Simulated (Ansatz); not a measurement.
This Fe3Co2 structure is the end of a relaxation. The cell was found from a structure generator's guess, not taken from experiment.

The calculation used DFT PBE, scalar-relativistic, plane waves, PAW in Ansatz. Cutoff 420 eV, Γ-centred mesh, Gaussian smearing, collinear spin.

```
CELL_PARAMETERS angstrom
2.48330 0.00000 0.00000
-1.24165 2.15060 0.00000
0.00000 0.00000 20.52689
ATOMIC_POSITIONS crystal
Fe 0.33333 0.66667 0.24295
Fe 0.33333 0.66667 0.65190
Fe 0.66667 0.33333 0.34810
Fe 0.66667 0.33333 0.75705
Fe 0.33333 0.66667 0.85303
Fe 0.66667 0.33333 0.14697
Co 0.33333 0.66667 0.04990
Co 0.66667 0.33333 0.95010
Co 0.33333 0.66667 0.45113
Co 0.66667 0.33333 0.54887
```

Energies over the elements count from the elements' standard structures at the same level, with no fitted energy shifts.

**Question.** Find its symmetry and describe it.

**Answer.** P-3m1 (No. 164), with Fe and Co ordered on hcp sites. Conventional cell: a = 2.483 Å, c = 20.527 Å. Around Fe on its first site lie 12 Fe at 2.44–2.59 Å; Fe on its second site has 9 Fe at 2.48–2.59 Å and 3 Co at 2.56 Å; around Fe on its third site lie 9 Fe at 2.44–2.48 Å and 3 Co at 2.45 Å; Co on its first site has 3 Fe at 2.45 Å and 9 Co at 2.48–2.50 Å; 1 more site not described.

**Question.** How far does it lie from the elements in energy?

**Answer.** +0.09 eV/atom. A positive value: parting into the elements would lower its energy.

**Question.** Is it a metal?

**Answer.** Yes, bands cross the Fermi level on the 18×18×2 mesh.

**Question.** Which magnetic moments does it keep?

**Answer.** 0.56 μB per atom net, the space between the atoms included; by site: Fe 1.6 (×2), 2.4 (×2), -1.3 (×2); Co -1.5 (×2), 1.7 (×2) μB.

The last run used collinear spin, an 18×18×2 mesh (in the run's order of axes) for its 10-atom cell and Gaussian smearing of 0.10 eV. Another magnetic order may lie lower. A structure relaxed within its symmetry needn't be a true minimum.
